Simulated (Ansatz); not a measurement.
The calculation used DFT PBE, scalar-relativistic, plane waves, PAW (Ansatz). Settings: cutoff 420 eV, Γ-centred meshes spaced at most about 0.3 Å⁻¹, and about 0.25 Å⁻¹ or finer for metals (2π included), Gaussian smearing. No spin polarisation in the final relaxations.

These are static total energies at zero pressure.

Two relaxed structures of CdSb2O2:

A.

```yaml
crystal:
  lattice:
    - [3.91439, 0.00000, 0.00000]
    - [-1.95719, 3.38996, 0.00000]
    - [0.00000, 0.00000, 7.63656]
  atoms:
    - { symbol: Cd, position: [0.00000, 0.00000, 0.00000] }
    - { symbol: Sb, position: [0.66667, 0.33333, 0.31325] }
    - { symbol: Sb, position: [0.33333, 0.66667, 0.68675] }
    - { symbol: O, position: [0.66667, 0.33333, 0.59180] }
    - { symbol: O, position: [0.33333, 0.66667, 0.40820] }
```

B.

```yaml
crystal:
  lattice:
    - [2.80900, 1.62177, 8.53514]
    - [-2.80900, 1.62177, 8.53514]
    - [0.00000, -3.24355, 8.53514]
  atoms:
    - { symbol: Cd, position: [0.00000, 0.00000, 0.00000] }
    - { symbol: Sb, position: [0.34905, 0.34905, 0.34905] }
    - { symbol: Sb, position: [0.65095, 0.65095, 0.65095] }
    - { symbol: O, position: [0.42105, 0.42105, 0.42105] }
    - { symbol: O, position: [0.57895, 0.57895, 0.57895] }
```

Task: Which is lower in energy, and by how much?

Result: A is lower, by 0.36 eV/atom. A has space group P-3m1 (No. 164), 20.3 Å³/atom and no gap on its mesh; B has space group R-3m (No. 166), 46.7 Å³/atom and no gap. The shortest distance is 2.13 Å (Sb–O) in A and 1.84 Å (Sb–O) in B. In A, Cd has 6 Sb at 3.29 Å; Sb is surrounded by 1 O at 2.13 Å, 3 O at 2.37 Å and 3 Cd at 3.29 Å; around O lie 1 Sb at 2.13 Å, 3 Sb at 2.37 Å and 3 O at 2.66 Å. In B, around Cd lie 6 Sb at 3.27 Å and 6 O at 3.95 Å; Sb is surrounded by 1 O at 1.84 Å and 3 Cd at 3.27 Å; O has 1 Sb at 1.84 Å and 3 Cd at 3.95 Å. Both come from invented guesses. A third cell relaxed alike, in P4/mbm, lies 70 meV/atom below the lower of the two.

Weakly bound directions are ill-defined at this level, which has no dispersion term (R-3m), and this can change margins and order among such cells. These runs have no spin–orbit coupling, which can matter for Sb. Cells relaxed within their symmetry can be saddle points.
